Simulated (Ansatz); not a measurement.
TaRu (CsCl type, space group No. 221) under volume change, the program Ansatz at the LDA level (PAW), scaled uniformly.

```csv
V (Å³/atom),E − E(relaxed) (meV/atom),P (GPa)
13.792,129.5,33.05
14.247,54.4,20.24
14.702,12.9,9.31
15.156,0.0,0.00
15.611,11.6,-7.93
16.066,43.9,-14.69
16.521,94.0,-20.43
```

Task: What does a third-order Birch–Murnaghan fit give for V₀, B₀ and B′?

Result: V₀ = 15.16 Å³/atom, B₀ = 286 GPa, B′ = 4.3.

Space group Pm-3m (CsCl type). The workflow started from a Materials Project entry (that database holds measured and hypothetical structures alike); the Crystallography Open Database files this formula in space group No. 221, but the cells were not matched. Its standing as an ambient phase is unchecked. The LDA relaxation kept the symmetry of its start. At this level the phase is mechanically unstable. No spin polarisation was allowed. Scalar-relativistic: spin–orbit coupling is off unless named, which matters more the heavier the elements.

Potentials: the later of the program's two PAW sets.
